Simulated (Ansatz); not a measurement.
**Orbital-resolved density of states of InSb3**

```xyz
4
Lattice="0.0000 3.7946 3.7946 3.7946 0.0000 3.7946 3.7946 3.7946 0.0000" Properties=species:S:1:pos:R:3 pbc="T T T"
In    0.0000    0.0000    0.0000
Sb    1.8973    1.8973    1.8973
Sb    5.6918    5.6918    5.6918
Sb    3.7946    3.7946    3.7946
```

Atoms are numbered in the order listed.

Structure from Materials Project entry mp-975512 (possibly hypothetical), not relaxed further.

No spin–orbit coupling, which matters for the heavy atoms here.

Method: DFT, PBE, all-electron LAPW, scalar-relativistic in Ansatz 0.2.0.

Settings: a Γ-centred 9×9×9 k mesh, Fermi–Dirac smearing of 0.05 eV, basis error target 0.5 meV/atom, no spin polarisation.

States per eV for one atom of each kind, in 0.4 eV bins named by their centres, from the Fermi level, projected on a minimal set of Löwdin-orthogonalised atomic shells; orbitals are real harmonics on the Cartesian axes, equal curves share a column, and empty bins are left out, as is all above 4.3 eV, near the top of the computed bands.

In1 5p:

```
# E all pz=px=py
-11.9 0.03 0.01
-11.5 0.10 0.03
-11.1 0.15 0.05
-10.7 0.24 0.08
-10.3 0.18 0.06
-9.9 0.09 0.03
-9.5 0.15 0.05
-9.1 0.11 0.04
-8.7 0.09 0.03
-8.3 0.04 0.01
-7.9 0.02 0.01
-6.3 0.01 0.00
-5.9 0.04 0.01
-5.5 0.04 0.01
-5.1 0.05 0.02
-4.7 0.11 0.04
-4.3 0.19 0.06
-3.9 0.28 0.09
-3.5 0.27 0.09
-3.1 0.26 0.09
-2.7 0.13 0.04
-2.3 0.15 0.05
-1.9 0.27 0.09
-1.5 0.21 0.07
-1.1 0.22 0.07
-0.7 0.29 0.10
-0.3 0.40 0.13
0.1 0.39 0.13
0.5 0.38 0.13
0.9 0.29 0.10
1.3 0.49 0.16
1.7 0.31 0.10
2.1 0.18 0.06
2.5 0.25 0.08
2.9 0.13 0.04
3.3 0.04 0.01
3.7 0.85 0.28
4.1 1.03 0.34
```

Sb2 5p:

```
# E all pz=px=py
-11.9 0.01 0.00
-11.5 0.03 0.01
-11.1 0.05 0.02
-10.7 0.07 0.02
-10.3 0.06 0.02
-9.9 0.03 0.01
-9.5 0.08 0.03
-9.1 0.06 0.02
-8.7 0.08 0.03
-8.3 0.06 0.02
-7.9 0.03 0.01
-7.5 0.01 0.00
-6.3 0.13 0.04
-5.9 0.25 0.08
-5.5 0.19 0.06
-5.1 0.14 0.05
-4.7 0.21 0.07
-4.3 0.33 0.11
-3.9 0.52 0.17
-3.5 0.57 0.19
-3.1 0.64 0.21
-2.7 0.30 0.10
-2.3 0.39 0.13
-1.9 0.67 0.22
-1.5 0.59 0.20
-1.1 0.66 0.22
-0.7 0.55 0.18
-0.3 0.67 0.22
0.1 0.68 0.23
0.5 0.66 0.22
0.9 0.63 0.21
1.3 0.74 0.25
1.7 0.49 0.16
2.1 0.46 0.15
2.5 0.71 0.24
2.9 0.46 0.15
3.3 0.14 0.05
3.7 0.20 0.07
4.1 0.25 0.08
```

Sb4 5p:

```
# E all pz=px=py
-11.9 0.01 0.00
-11.5 0.03 0.01
-11.1 0.04 0.01
-10.7 0.05 0.02
-10.3 0.05 0.02
-9.9 0.04 0.01
-9.5 0.20 0.07
-9.1 0.13 0.04
-8.7 0.13 0.04
-8.3 0.09 0.03
-7.9 0.06 0.02
-7.5 0.03 0.01
-7.1 0.01 0.00
-6.3 0.06 0.02
-5.9 0.10 0.03
-5.5 0.06 0.02
-5.1 0.05 0.02
-4.7 0.17 0.06
-4.3 0.34 0.11
-3.9 0.60 0.20
-3.5 0.75 0.25
-3.1 0.88 0.29
-2.7 0.37 0.12
-2.3 0.52 0.17
-1.9 0.48 0.16
-1.5 0.42 0.14
-1.1 0.51 0.17
-0.7 0.41 0.14
-0.3 0.54 0.18
0.1 0.57 0.19
0.5 0.54 0.18
0.9 0.48 0.16
1.3 0.92 0.31
1.7 0.79 0.26
2.1 0.66 0.22
2.5 1.15 0.38
2.9 0.72 0.24
3.3 0.21 0.07
3.7 0.09 0.03
4.1 0.15 0.05
```

In1 5s:

```
# E all
-11.9 0.04
-11.5 0.05
-11.1 0.04
-10.7 0.03
-10.3 0.01
-9.5 0.06
-9.1 0.03
-8.7 0.02
-8.3 0.02
-7.9 0.02
-7.5 0.02
-7.1 0.01
-6.3 0.25
-5.9 0.55
-5.5 0.41
-5.1 0.34
-4.7 0.23
-4.3 0.14
-3.9 0.13
-3.5 0.12
-3.1 0.21
-2.7 0.14
-2.3 0.22
-1.9 0.14
-1.5 0.13
-1.1 0.18
-0.7 0.11
-0.3 0.17
0.1 0.17
0.5 0.12
0.9 0.08
1.3 0.14
1.7 0.12
2.1 0.10
2.5 0.11
2.9 0.13
3.3 0.04
3.7 0.02
4.1 0.01
```

Sb2 5s:

```
# E all
-11.9 0.08
-11.5 0.13
-11.1 0.17
-10.7 0.23
-10.3 0.20
-9.9 0.12
-9.5 0.54
-9.1 0.47
-8.7 0.72
-8.3 0.52
-7.9 0.36
-7.5 0.12
-7.1 0.03
-6.7 0.01
-6.3 0.01
-5.9 0.05
-5.5 0.05
-5.1 0.06
-4.7 0.05
-4.3 0.04
-3.9 0.05
-3.5 0.05
-3.1 0.08
-2.7 0.06
-2.3 0.05
-1.9 0.07
-1.5 0.06
-1.1 0.04
-0.7 0.04
-0.3 0.05
0.1 0.04
0.5 0.03
0.9 0.03
1.3 0.04
1.7 0.02
2.1 0.02
2.5 0.02
2.9 0.02
3.3 0.01
3.7 0.05
4.1 0.04
```

Sb4 5s:

```
# E all
-11.9 0.10
-11.5 0.17
-11.1 0.24
-10.7 0.40
-10.3 0.37
-9.9 0.18
-9.5 0.23
-9.1 0.24
-8.7 0.42
-8.3 0.51
-7.9 0.56
-7.5 0.36
-7.1 0.15
-6.7 0.03
-6.3 0.01
-5.9 0.03
-5.5 0.02
-5.1 0.01
-4.3 0.01
-3.9 0.03
-3.5 0.05
-3.1 0.09
-2.7 0.06
-2.3 0.08
-1.9 0.10
-1.5 0.08
-1.1 0.04
-0.7 0.05
-0.3 0.06
0.1 0.05
0.5 0.03
0.9 0.02
1.3 0.05
1.7 0.02
2.1 0.01
2.5 0.01
3.7 0.04
4.1 0.02
```
